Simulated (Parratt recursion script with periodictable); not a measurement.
**Surface roughness and fringe height: Ag on Si**

| layer, from the top | thickness (Å) | density (g/cm³) | rms roughness of its top face (Å) | ρ (10⁻⁶ Å⁻²) | ρ″ (10⁻⁶ Å⁻²) |
|---|---|---|---|---|---|
| Ag | 400 | 9.741 | varied | 3.221 | 0.009573 |
| Si (substrate) | – | 2.313 | 3.6 | 2.059 | 2.358 × 10⁻⁵ |

ρ and ρ″ are the real and imaginary parts of the scattering length density. Vacuum lies above.

Densities are inputs, not measurements. They were set from computed cells of the Materials Project: Ag from entry mp-124 (Fm-3m, 10.363 g/cm³, taken at 94 %); Si from entry mp-149 (Fd-3m, 2.313 g/cm³). A layer's crystal structure does not enter its constants, only its composition and density.

Simulated, not measured: specular neutron reflectivity, Parratt recursion, Névot-Croce roughness, natural isotopes, no magnetic scattering (Parratt recursion script with periodictable 1.7.1).

Neutron wavelength 5.5 Å. Q is scanned from 0.004 to 0.25 Å⁻¹ in 600 evenly spaced points, and the curve is smoothed with a Gaussian of 0.001 Å⁻¹ full width. A maximum is a scan point above both neighbours; its place and height come from a parabola through R at the three points.

The table follows two fringe maxima, those next to orders 5.5 and 12.5 of m = (d/2π)(Q² − 16πρ)^½, through runs that differ in the roughness σ₁ of the film surface alone.

| σ₁ (Å) | Q of the first (Å⁻¹) | R there | Q of the second (Å⁻¹) | R there |
|---|---|---|---|---|
| 0 | 0.0866 | 5.27 × 10⁻⁵ | 0.1964 | 1.80 × 10⁻⁶ |
| 4 | 0.0866 | 4.83 × 10⁻⁵ | 0.1964 | 1.13 × 10⁻⁶ |
| 10 | 0.0865 | ? | 0.1963 | ? |

Q: Estimate the two heights for σ₁ = 10 Å.

A: At a maximum the amplitudes from the film's two faces add: R ≈ (|r₁|g₁ + |r₂|g₂A)². Here q₀ = Q, qⱼ = (Q² − 16πρⱼ)^½ (1 film, 2 substrate), |r₁| = |q₀² − q₁²|/(q₀ + q₁)², |r₂| = |q₁² − q₂²|/(q₁ + q₂)² with the numerators taken from the constants, g₁ = exp(−q₀q₁σ₁²/2), g₂ = exp(−q₁q₂σ₂²/2), and A = exp(−8πρ″₁d/q₁) for absorption in the film.

Check on a shown row, σ₁ = 0 Å, second maximum: q₀ = 0.1964, q₁ = 0.1960, q₂ = 0.1961 Å⁻¹; |r₁| = 0.00105, |r₂| = 3.80 × 10⁻⁴; g₁ = 1.00, g₂ = 0.780, A = 1.000; R ≈ 1.81 × 10⁻⁶ against 1.80 × 10⁻⁶ in the table.

- σ₁ = 10 Å, first maximum: q₀ = 0.0865, q₁ = 0.0856, q₂ = 0.0859 Å⁻¹; |r₁| = 0.00547, |r₂| = 0.00199; g₁ = 0.691, g₂ = 0.953, A = 0.999; R ≈ 3.22 × 10⁻⁵.
- σ₁ = 10 Å, second maximum: q₀ = 0.1963, q₁ = 0.1959, q₂ = 0.1960 Å⁻¹; |r₁| = 0.00105, |r₂| = 3.80 × 10⁻⁴; g₁ = 0.146, g₂ = 0.780, A = 1.000; R ≈ 2.02 × 10⁻⁷.

The run gave 3.11 × 10⁻⁵ and 2.00 × 10⁻⁷; the estimates are 1.04 and 1.01 times these.
